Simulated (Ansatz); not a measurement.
Computed with DFT PBE, scalar-relativistic, plane waves, PAW in Ansatz. Settings: cutoff 420 eV, Γ-centred meshes spaced at most about 0.3 Å⁻¹, and about 0.25 Å⁻¹ or finer for metals (2π included), Gaussian smearing. Collinear spin in cells that started with moments and kept them past the coarse steps, no spin elsewhere.

Each of these unrelaxed guesses is relaxed in cell and atoms within its symmetry. A guess keeps its type if space group and coordination stay and the shape of the cell changes little (axis ratios within about 15 %, angles within 6°); the volume may change.

1. TiCdC4N4 (collinear spin from parallel moments)

```
CELL_PARAMETERS angstrom
6.01079 0.00000 0.00000
0.00000 6.01079 0.00000
0.00000 0.00000 6.01079
ATOMIC_POSITIONS crystal
Ti 0.00000 0.00000 0.00000
Cd 0.50000 0.50000 0.50000
C 0.18615 0.18615 0.18615
C 0.18615 0.81385 0.81385
C 0.81385 0.18615 0.81385
C 0.81385 0.81385 0.18615
N 0.29853 0.29853 0.29853
N 0.29853 0.70147 0.70147
N 0.70147 0.29853 0.70147
N 0.70147 0.70147 0.29853
```

2. Li4Si2C3

```
CELL_PARAMETERS angstrom
0.00000 4.26022 4.31121
3.38242 0.00000 4.31121
3.38242 4.26022 0.00000
ATOMIC_POSITIONS crystal
Li 0.12883 0.51198 0.57268
Li 0.78651 0.57268 0.51198
Li 0.51198 0.12883 0.78651
Li 0.57268 0.78651 0.12883
Si 0.89849 0.10151 0.10151
Si 0.10151 0.89849 0.89849
C 0.25000 0.25000 0.25000
C 0.38632 0.38632 0.61368
C 0.61368 0.61368 0.38632
```

3. VInC4N4 (collinear spin from parallel moments)

```
CELL_PARAMETERS angstrom
5.97962 0.00000 0.00000
0.00000 5.97962 0.00000
0.00000 0.00000 5.97962
ATOMIC_POSITIONS crystal
V 0.50000 0.50000 0.50000
In 0.00000 0.00000 0.00000
C 0.19320 0.19320 0.19320
C 0.19320 0.80680 0.80680
C 0.80680 0.19320 0.80680
C 0.80680 0.80680 0.19320
N 0.30617 0.30617 0.30617
N 0.30617 0.69383 0.69383
N 0.69383 0.30617 0.69383
N 0.69383 0.69383 0.30617
```

4. YMgC2N2

```
CELL_PARAMETERS angstrom
4.06815 0.00000 0.00000
2.00585 3.79503 0.00000
1.84739 0.19344 9.94808
ATOMIC_POSITIONS crystal
Y 0.50000 0.50000 0.50000
Mg 0.00000 0.00000 0.00000
C 0.81530 0.18470 0.18470
C 0.18470 0.81530 0.81530
N 0.70616 0.29384 0.29384
N 0.29384 0.70616 0.70616
```

**Question.** Which guesses survive the relaxation?

**Answer.** Guesses 1 and 3 keep their type.

```csv
guess,kept,start group,end group,V start (Å³/atom),V end,"b/a and c/a, end over start",nearest neighbours start,nearest neighbours end
1,yes,P-43m,P-43m,21.7,25.7,"1.00, 1.00","C 1, Cd 4, N 1, Ti 4","C 1, Cd 4, N 1, Ti 4"
2,no,F222,F222,13.8,15.4,"0.83, 1.09","C 2/4, Li 1, Si 1","C 1/4, Li 2, Si 2"
3,yes,P-43m,P-43m,21.4,23.3,"1.00, 1.00","C 1, In 4, N 1, V 4","C 1, In 4, N 1, V 4"
4,no,P-1,C2/m,25.6,12.9,-,"C 1, Mg 2, N 1, Y 2","C 1, Mg 6, N 1, Y 6"
```

Neighbours count within 15 % of an atom's shortest distance; end groups are read at 0.02 Å (0.05 Å in metals).

A magnetic state wasn't ruled out in cells without spin, among them Li4Si2C3 F222. Another magnetic order may lie lower. Cells relaxed within their symmetry can be saddle points.

In counts of neighbours, a slash parts the counts of unlike sites.
